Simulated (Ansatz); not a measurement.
The start is a generated cell, TiB2 placed in the fluorite structure type. The cell and all atomic positions are relaxed at zero pressure with r2SCAN (plane waves to 500 eV, PAW, scalar-relativistic; Ansatz, a first-principles code). The first steps use a coarse 8×8×8 k-mesh.

Initial structure:
```
CELL_PARAMETERS angstrom
      0.00000     2.66099     2.66099
      2.66099     0.00000     2.66099
      2.66099     2.66099     0.00000
ATOMIC_POSITIONS crystal
  Ti 0.00000 0.00000 0.00000
  B  0.25000 0.25000 0.25000
  B  0.75000 0.75000 0.75000
```

| Quantity | Value |
|---|---|
| Initial pressure | -16 GPa (negative: the cell is under tension) |
| Outcome | The space group stays Fm-3m (No. 225) (the run could not lower it); the end is fluorite type, with 3 atoms in the primitive cell |
| Volume change | -12.3 %, from 12.56 to 11.02 Å³/atom |
| Shortest distances (start → end) | The closest pairs of elements (up to four, under 3.6 Å), start → end: B–Ti 2.30 → 2.21 Å; B–B 2.66 → 2.55 Å |
| Optimiser moves | 5 |

It ends as:

```cif
data_B8Ti4
_chemical_formula_sum 'Ti4 B8'
_space_group_name_H-M_alt 'Fm-3m'
_space_group_IT_number 225
_space_group_name_Hall '-F 4 2 3'
_cell_length_a 5.09411
_cell_length_b 5.09411
_cell_length_c 5.09411
_cell_angle_alpha 90.000
_cell_angle_beta 90.000
_cell_angle_gamma 90.000
loop_
_atom_site_label
_atom_site_type_symbol
_atom_site_symmetry_multiplicity
_atom_site_Wyckoff_symbol
_atom_site_fract_x
_atom_site_fract_y
_atom_site_fract_z
_atom_site_occupancy
Ti1 Ti 4 a 0.00000 0.00000 0.00000 1
B1 B 8 c 0.25000 0.25000 0.25000 1
```
(The calculation used a cell of 3 atoms; values per cell refer to that cell.)

Final values are on a 16×16×16 k-mesh of the relaxed cell. No spin polarisation in the result.

The run could not lose the symmetry of its start: the end is stationary, and may be a saddle point rather than a minimum.

All atoms sit on sites fixed by symmetry, so only the cell could relax.

The relaxed structure here is a generated cell of TiB2: the first start was made by placing the elements on the sites of a structure type, and the end was not matched to a known phase here, so it may be hypothetical. Known forms of TiB2 include space group No. 191.
